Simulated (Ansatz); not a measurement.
SnMo$_{2}$C:
```
CELL_PARAMETERS angstrom
      3.18443     0.00000     0.00000
     -1.59221     2.75780     0.00000
      0.00000     0.00000    13.41010
ATOMIC_POSITIONS crystal
  Sn 0.33333 0.66667 0.75000
  Sn 0.66667 0.33333 0.25000
  Mo 0.33333 0.66667 0.08084
  Mo 0.66667 0.33333 0.58084
  Mo 0.66667 0.33333 0.91916
  Mo 0.33333 0.66667 0.41916
  C  0.00000 0.00000 0.00000
  C  0.00000 0.00000 0.50000
```

Relaxed with r²SCAN (plane waves, PAW; program Ansatz). Indices refer to the conventional cell of P6_3/mmc, a = b = 3.184 Å, c = 13.410 Å, α = β = 90.00°, γ = 120.00°.

Question: Simulate the powder diffraction pattern (Cu Kα, λ = 1.54184 Å; lines above 1 %) up to 2θ = 90°.

Answer: Simulated powder pattern, Cu Kα, λ = 1.54184 Å (kinematic, ideal powder, no thermal factors, no anomalous dispersion; the 30 strongest lines at most, above 1 %, up to 2θ = 90°):

| 2θ (°) | d (Å) | I/Imax (%) | hkl |
|---|---|---|---|
| 26.59 | 3.353 | 1.1 | (0004) |
| 32.47 | 2.758 | 23 | (1 0 -1 0) |
| 38.35 | 2.347 | 100 | (1 0 -1 3) |
| 40.35 | 2.235 | 18 | (0006) |
| 52.72 | 1.736 | 14 | (1 0 -1 6) |
| 57.92 | 1.592 | 20 | (1 1 -2 0) |
| 67.98 | 1.379 | 2.7 | (2 0 -2 0) |
| 71.62 | 1.318 | 15 | (2 0 -2 3) |
| 72.04 | 1.311 | 15 | (1 0 -1 9) |
| 72.95 | 1.297 | 18 | (1 1 -2 6) |
| 82.13 | 1.174 | 3.9 | (2 0 -2 6) |
| 87.24 | 1.118 | 2.1 | (0 0 0 12) |

The start of the workflow was typed in or built on a structure type; neither database checked (COD, Materials Project) lists it. Its standing as an ambient phase is unchecked. The cell was relaxed with r²SCAN under the symmetry of its start; whether a distortion lowers the energy is not shown. The run is not spin-polarised. Spin–orbit coupling is left out wherever it is not named.

Potentials: the later of the program's two PAW sets.
